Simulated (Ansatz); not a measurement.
A trial cell of In3GaP4, before relaxation:

```
CELL_PARAMETERS angstrom
5.59563 0.00000 0.00000
0.00000 5.59563 0.00000
0.00000 0.00000 5.59563
ATOMIC_POSITIONS crystal
In 0.50000 0.00000 0.50000
In 0.50000 0.50000 0.00000
In 0.00000 0.50000 0.50000
Ga 0.00000 0.00000 0.00000
P 0.25000 0.75000 0.75000
P 0.25000 0.25000 0.25000
P 0.75000 0.75000 0.25000
P 0.75000 0.25000 0.75000
```

Theory: Ansatz, DFT PBE, scalar-relativistic, plane waves, PAW. Cutoff 420 eV, Gaussian smearing, Γ-centred meshes. Cell and atoms relax first on a coarse mesh and then on a converged one. In between, the cell is made exact in the group found at 0.06 Å. The steps can't lower the symmetry of their start. No spin polarisation.

A guess keeps its type if space group and coordination stay and the shape of the cell changes little (axis ratios within about 15 %, angles within 6°); the volume may change.

Task: Does it keep its structure type, or change into something else?

Result: It keeps its type. The symmetry stays P-43m (No. 215). The volume per atom grows by 14.0 %, from 21.9 to 25.0 Å³. The shortest distance goes from 2.42 Å (Ga–P and In–P) to 2.42 Å (Ga–P). Counting neighbours within 15 % of an atom's shortest distance, the start has Ga 4, In 4, P 4 and the end Ga 4, In 4, P 4.

The last run used a 6×6×6 mesh for its 8-atom cell and Gaussian smearing of 0.02 eV. Symmetry constrained the relaxation, so the result can be a saddle point.
